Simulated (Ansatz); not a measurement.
## Energy landscape near a Ba structure

These are results of Ansatz 0.2.0, DFT PBEsol, scalar-relativistic, plane waves, PAW, not measurements.

Cutoff 420 eV; k points 10×10×10 on the computed 1-atom cell (Γ-centred); Gaussian smearing, width 0.10 eV; no spin polarisation.

Reference cell:

```
CELL_PARAMETERS angstrom
3.91772 0.00000 0.00000
0.00000 3.91772 0.00000
0.00000 0.00000 3.91772
ATOMIC_POSITIONS crystal
Ba 0.00000 0.00000 0.00000
```

Each variant moves atoms of this cell by the vectors given, if any (Å), and then applies a symmetric strain (tensor components, Cartesian axes). The reference cell isn't relaxed at this level. Energies are per atom at zero smearing, counted from the lowest variant. Pressure is positive in compression.

1. strain (xx yy zz yz xz xy, %) -6.31 2.69 2.69 0.00 0.00 0.00
2. strain (xx yy zz yz xz xy, %) 1.79 4.42 5.16 0.04 -0.03 -0.69
3. strain (xx yy zz yz xz xy, %) -3.70 -3.24 -3.83 -0.52 -1.00 0.11
4. strain (xx yy zz yz xz xy, %) 4.04 4.30 3.42 -0.03 0.15 -0.08

```csv
variant,ΔE (meV/atom),P (GPa),largest force (eV/Å),gap on mesh (eV),space group
1,?,?,?,?,?
2,48.7,-1.09,0.00,0,P-1
3,0.0,0.27,0.00,0,P-1
4,48.0,-1.11,0.00,0,P-1
```

**Question.** Give the withheld rows.

**Answer.**
| variant | ΔE (meV/atom) | P (GPa) | largest force (eV/Å) | gap on mesh (eV) | space group |
| --- | --- | --- | --- | --- | --- |
| 1 | 38.4 | -0.46 | 0.00 | 0 | P4/mmm |

Spin-orbit coupling is left out, which matters for the bands of heavy elements.

This simple cubic form isn't the element's structure at ambient conditions.